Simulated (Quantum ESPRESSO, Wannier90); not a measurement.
**VBiO4 (I4₁/a), plane waves to Wannier functions**

```
begin unit_cell_cart
ang
    5.1221100000    0.0000000000    0.0000000000
    0.0000000000    5.1221100000    0.0000000000
   -2.5610550000   -2.5610550000    5.7960650000
end unit_cell_cart
begin atoms_frac
V    0.5000000000  0.5000000000  0.0000000000
V   -0.2500000000  0.2500000000  0.5000000000
Bi   0.0000000000  0.0000000000  0.0000000000
Bi   0.2500000000 -0.2500000000  0.5000000000
O   -0.4381000000  0.1708500000 -0.1582600000
O   -0.0791100000  0.3119000000  0.3417400000
O    0.2798400000 -0.3291100000 -0.1582600000
O    0.4208500000  0.0298400000  0.3417400000
O   -0.3119000000 -0.4208500000 -0.3417400000
O    0.3291100000  0.4381000000  0.1582600000
O   -0.0298400000  0.0791100000 -0.3417400000
O   -0.1708500000 -0.2798400000  0.1582600000
end atoms_frac
```

Cell from Materials Project (mp-23044), symmetrised, no further relaxation. COD (Crystallography Open Database) has the formula in 4 space groups, this one among them (matched by group alone). Level: PBEsol, no spin polarisation, no spin-orbit coupling; pw.x of Quantum ESPRESSO at 68 Ry with PseudoDojo potentials, 4×4×4 k-points, Wannier90. Density: 8×8×8 mesh, cold smearing 0.01 Ry. Spin-orbit coupling is left out although heavy elements are present.

A tight-binding model is made by disentanglement and projection with no localisation steps (num_iter = 0), so the 42 orbitals stay atom-like: hydrogen-like V: d; Bi: s;p; O: p, axes along x, y, z; frozen window up to 3.58 eV relative to the valence-band maximum. It follows pw.x to 0.8 meV rms for states up to 3.1 eV relative to the valence-band maximum. Matrix elements depend on this choice of orbitals and windows.

Task: What are the on-site energies relative to the valence-band maximum, and how fast do the hoppings decay?

Result: 
| atom | orbitals | energy (eV) |
|---|---|---|
| V1 | dz2 | 1.13 |
| V1 | dxz dyz | 1.86 |
| V1 | dx2-y2 | 1.42 |
| V1 | dxy | 1.91 |
| V2 | dz2 | 1.13 |
| V2 | dxz dyz | 1.86 |
| V2 | dx2-y2 | 1.42 |
| V2 | dxy | 1.91 |
| Bi3 | s | -6.33 |
| Bi3 | pz | 5.22 |
| Bi3 | px py | 4.64 |
| Bi4 | s | -6.33 |
| Bi4 | pz | 5.22 |
| Bi4 | px py | 4.64 |
| O5 | pz | -1.78 |
| O5 | px | -1.68 |
| O5 | py | -1.76 |
| O6 | pz | -1.78 |
| O6 | px | -1.76 |
| O6 | py | -1.68 |
| O7 | pz | -1.78 |
| O7 | px | -1.68 |
| O7 | py | -1.76 |
| O8 | pz | -1.78 |
| O8 | px | -1.76 |
| O8 | py | -1.68 |
| O9 | pz | -1.78 |
| O9 | px | -1.68 |
| O9 | py | -1.76 |
| O10 | pz | -1.78 |
| O10 | px | -1.76 |
| O10 | py | -1.68 |
| O11 | pz | -1.78 |
| O11 | px | -1.68 |
| O11 | py | -1.76 |
| O12 | pz | -1.78 |
| O12 | px | -1.76 |
| O12 | py | -1.68 |

| distance of the centres (Å) | largest modulus (eV) |
|---|---|
| 1–2 | 1.5 |
| 2–3 | 1.2 |
| 3–4 | 0.37 |
| 4–5 | 0.054 |
| 5–6 | 0.049 |
| 6–7 | 0.018 |
| 7–8 | 0.016 |
| 8–9 | 0.0079 |
